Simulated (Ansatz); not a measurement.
Starting structure, 1 CO a cell, tilted, over a hollow Ru-Ru-Ru site (Ru, P6_3/mmc (No. 194), (0 0 1) face):

```
Ru C O
1.0
     5.39519    0.00000    0.00000
    -2.69759    4.67237    0.00000
     0.00000    0.00000   24.67173
Ru C O
16 1 1
Direct
  0.33333 0.16667 0.32426
  0.33333 0.66667 0.32426
  0.83333 0.16667 0.32426
  0.83333 0.66667 0.32426
  0.16667 0.33333 0.41071
  0.16667 0.83333 0.41071
  0.66667 0.33333 0.41071
  0.66667 0.83333 0.41071
  0.33333 0.16667 0.49774
  0.33333 0.66667 0.49774
  0.83333 0.16667 0.49774
  0.83333 0.66667 0.49774
  0.16667 0.33333 0.58150
  0.16667 0.83333 0.58150
  0.66667 0.33333 0.58150
  0.66667 0.83333 0.58150
  0.78428 0.98143 0.68822
  0.00000 0.00000 0.67716
```

Theory: DFT PBE+D3(BJ), scalar-relativistic, plane waves, PAW (Ansatz). Cutoff 420 eV; k points 4×4×1 on the computed 18-atom cell (Γ-centred); Gaussian smearing, width 0.10 eV; no spin polarisation. The cell repeats along c with a dipole correction in the vacuum.

Atoms 1, 2, 3, 4, 5, 6, 7, 8 (counted from 1) are held. The cell is fixed. Force threshold 0.04 eV/Å.

```csv
step,E − E_final (eV),largest force (eV/Å)
1,2.261,0.716
2,2.114,2.868
3,2.018,5.558
4,1.418,4.589
5,0.700,3.556
6,0.342,1.849
7,0.152,0.919
8,0.101,0.684
9,0.058,0.358
10,0.032,0.213
11,0.017,0.408
12,0.006,0.308
13,0.003,0.688
14,0.000,0.038
15,0.000,0.040
```

**Question.** What is the final structure?

**Answer.**
```xyz
18
Lattice="5.3952 0.0000 0.0000 -2.6976 4.6724 0.0000 0.0000 0.0000 24.6717" Properties=species:S:1:pos:R:3 pbc="T T T"
Ru    1.3488    0.7787    8.0000
Ru    0.0000    3.1149    8.0000
Ru    4.0464    0.7787    8.0000
Ru    2.6976    3.1149    8.0000
Ru    0.0000    1.5575   10.1329
Ru   -1.3488    3.8936   10.1329
Ru    2.6976    1.5575   10.1329
Ru    1.3488    3.8936   10.1329
Ru    1.3491    0.7790   12.2553
Ru   -0.0085    3.1101   12.2775
Ru    4.0465    0.7885   12.2780
Ru    2.7061    3.1102   12.2779
Ru   -0.0151    1.5691   14.3430
Ru   -1.3463    3.8748   14.3430
Ru    2.7147    1.5674   14.3432
Ru    1.3505    3.8946   14.4501
C    -1.3265   -0.7654   16.3362
O    -1.3094   -0.7550   17.4952
```

The end is the local minimum or symmetric point that this start leads to. The slab is only 6.4 Å thick, so the energy isn't converged with thickness.

Cost: 1 run of about 31 core-minutes, on Arm Neoverse V2 (shared hosts).